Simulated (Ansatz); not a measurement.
## What DFT gives for TiRe

```
Re Ti
1.0
     3.14115    0.00000    0.00000
     0.00000    3.14115    0.00000
     0.00000    0.00000    3.14115
Re Ti
1 1
Direct
  0.00000 0.00000 0.00000
  0.50000 0.50000 0.50000
```

Single point in Ansatz 0.2.0 with r2SCAN, no spin polarisation. Cutoff 500 eV, PAW datasets, 11×11×11 Γ-centred k mesh, fermi-dirac filling (width 0.0253 eV).

Stress: The pressure is -7.8 GPa (compression positive), so with the atoms held at these fractions the cell would first shrink.
Electronic structure: It is a metal, with about 2.1 states/eV a cell as the mean within 0.25 eV of the Fermi level, mostly Re d (43 %) and Ti d (37 %).
Charges: Bader charges in e: Ti +1.36, Re -1.36. In the mean Ti gives up most and Re takes most.
Contacts: Re–Ti at 2.72 Å: least valence density 0.31 e/Å³ and ELF 0.24 there. Re–Re at 3.14 Å: least valence density 0.29 e/Å³ and ELF 0.47 there. Ti–Ti at 3.14 Å: least valence density 0.18 e/Å³ and ELF 0.26 there. Both are smooth PAW fields, read partly inside the augmentation spheres.
Formation energy: -0.42 eV an atom against the elements' usual phases (free molecules for gases, crystals otherwise, with no correction for O₂ or N₂), so it is bound against them; other compounds may still compete. Relaxing would lower it.

Origin: a database entry at a rescaled volume.
